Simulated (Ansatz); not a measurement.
SiC12 in space group P6/mmm (No. 191; C on 12n, Si on 1b), r²SCAN+D4 (plane waves, PAW; program Ansatz), all energies at zero smearing, with the estimated change up to a 700 eV cutoff added, with one set of potentials and settings (totals compare only within such a set). Cell of 13 atoms (12 C, 1 Si): -3655.788 eV.

```json
[
 {"element": "C", "reference phase": "P6_3/mmc, 4 atoms in the cell", "E (eV/atom)": "-251.7433"},
 {"element": "Si", "reference phase": "Fd-3m, 2 atoms in the cell", "E (eV/atom)": "-639.1854"}
]
```

Formation energy per atom, worked out: (-3655.788 − 12×(-251.7433) − 1×(-639.1854))/13 = 0.332 eV/atom (32 kJ per mol of atoms), at 0 K, without zero-point energy or fitted corrections.

The start of the workflow was typed in or built on a structure type; neither database checked (COD, Materials Project) lists it. Whether it is the stable phase at ambient conditions was not checked. The r²SCAN+D4 relaxation kept the symmetry of its start. At this level the phase is mechanically unstable. Its formation energy is positive at this level, so the cell may be metastable or incomplete. The references are the lowest solids computed at this level, not always the standard phases.

Potentials: the earlier of the program's two PAW sets.
